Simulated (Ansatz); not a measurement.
## LiMg under pressure: fit and missing row

LiMg, R-3m, a = 3.097 Å, c = 15.051 Å. The structure is a Materials Project entry; whether it is the stable form wasn't checked. Ansatz: PBEsol, PAW, 420 eV, Γ-centred 15×15×15 mesh on 2 atoms, Gaussian smearing 0.10 eV; no spin polarisation. Cell and atoms are relaxed at each pressure, and no other structure is tried, so the rows at high pressure may lie past a change of phase.

| V (Å³/atom) | P (GPa) |
| --- | --- |
| ? | 60.00 |
| 12.754 | 30.00 |
| 15.015 | 15.00 |
| 16.820 | 8.00 |
| 18.876 | 2.99 |
| 20.832 | 0.00 |
| 24.454 | -2.98 |

Task: Take V0 = 20.832 Å³/atom, fit the third-order Birch–Murnaghan form to the other rows, and predict the missing volume.

Result: With the Eulerian strain f = ½[(V0/V)^(2/3) − 1] and y = P/[3f(1 + 2f)^(5/2)], the form is the line y = B0 + 1.5 B0 (B0′ − 4) f. Rows (f, y): 0.19347, 22.82; 0.12198, 23.75; 0.07664, 24.36; 0.03397, 24.89; -0.05068, 25.60. Means f = 0.07508, y = 24.284; Σ(Δf)² = 0.03372, ΣΔfΔy = -0.3887; the slope is their ratio. y = 25.15 − 11.52 f GPa, so B0 = 25.1 GPa and B0′ = 4 + 2 × (-11.52)/(3 × 25.15) = 3.69. P = 60.00 GPa is met at f = 0.29127 (y = 21.795), so V = V0 (1 + 2f)^(−3/2) = 10.464 Å³/atom. The run gave 10.417 Å³/atom, so the fit is 0.047 Å³/atom too high, 0.33 % of the span of the series, against an rms of 0.015 Å³/atom on the fitted rows. The row lies outside the fitted range. A fourth-order term fitted to the same rows gives P = 59.11 GPa at this row's volume (the line 60.87, the run 60.00), no gain.

The mesh isn't the same in all rows (15×15×15, 18×18×18).